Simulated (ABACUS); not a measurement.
Set-up for a self-consistent single point of Bi2Se3 (R-3m, 5 atoms in the cell; from Materials Project mp-541837, changed as shown).

```yaml
crystal:
  lattice:
    - [2.12326, 1.22587, 10.10751]
    - [-2.12326, 1.22587, 10.10751]
    - [0.00000, -2.45173, 10.10751]
  atoms:
    - { symbol: Bi, position: [0.39844, 0.39844, 0.39844] }
    - { symbol: Bi, position: [0.60156, 0.60156, 0.60156] }
    - { symbol: Se, position: [0.00000, 0.00000, 0.00000] }
    - { symbol: Se, position: [0.21572, 0.21572, 0.21572] }
    - { symbol: Se, position: [0.78428, 0.78428, 0.78428] }
```

Computed with PBEsol, PseudoDojo 0.4 standard norm-conserving PBEsol (tails mended) pseudopotentials (plane waves; ABACUS).

ABACUS settings:

| setting | value |
|---|---|
| KPT | Gamma 3 3 3 0 0 0 |
| basis_type | pw |
| ecutwfc | 86 Ry |
| smearing_method | fd |
| smearing_sigma | 0.00146997 Ry |
| potentials | PseudoDojo 0.4 standard norm-conserving PBEsol (tails mended) |
| symmetry | 1 |
| ks_solver | dav_subspace |
| scf_nmax | 100 |
| scf_thr | 1.0e-09 Ry |
| mixing_type | pulay |
| mixing_beta | 0.4 |

Results:

```
Quantity                                                    Value
------------------------------------------------  ---------------
Number of valence electrons                                    78
Number of bands                                                49
Number of k-points after the program's reduction                6
Number of plane waves (most at a k-point)                   14366
Number of SCF iterations                                       10
FFT grid                                          120 × 120 × 120
Free energy E − TS                                 -14333.6075 eV
Pressure                                                -4.40 GPa
Largest force (vector length)                          0.599 eV/Å
```

Forces (eV/Å):
| atom | Fx | Fy | Fz |
|---|---|---|---|
| Bi1 | 0.000 | 0.000 | 0.188 |
| Bi2 | 0.000 | 0.000 | -0.188 |
| Se3 | 0.000 | 0.000 | 0.000 |
| Se4 | 0.000 | 0.000 | 0.599 |
| Se5 | 0.000 | 0.000 | -0.599 |

Stress (GPa, positive for compression):
```
-4.19   0.00   0.00
 0.00  -4.19   0.00
 0.00   0.00  -4.82
```

For comparison: a first run was changed to give this one (volume scaled by 1.04), and from it to this one the free energy goes up by 26.9 meV/atom, the pressure goes from -2.64 to -4.40 GPa and the largest force goes from 0.345 to 0.599 eV/Å.

Spin-orbit coupling is left out, which matters for bands and gaps with elements this heavy. The structure comes from a collection of computed structures, made at another level of theory; the collection holds predicted forms beside known ones.

Cost on one core: very roughly 7 core-minutes.

“Tails mended”: in these copies of the files the far tail of each local potential was reset to the Coulomb form.
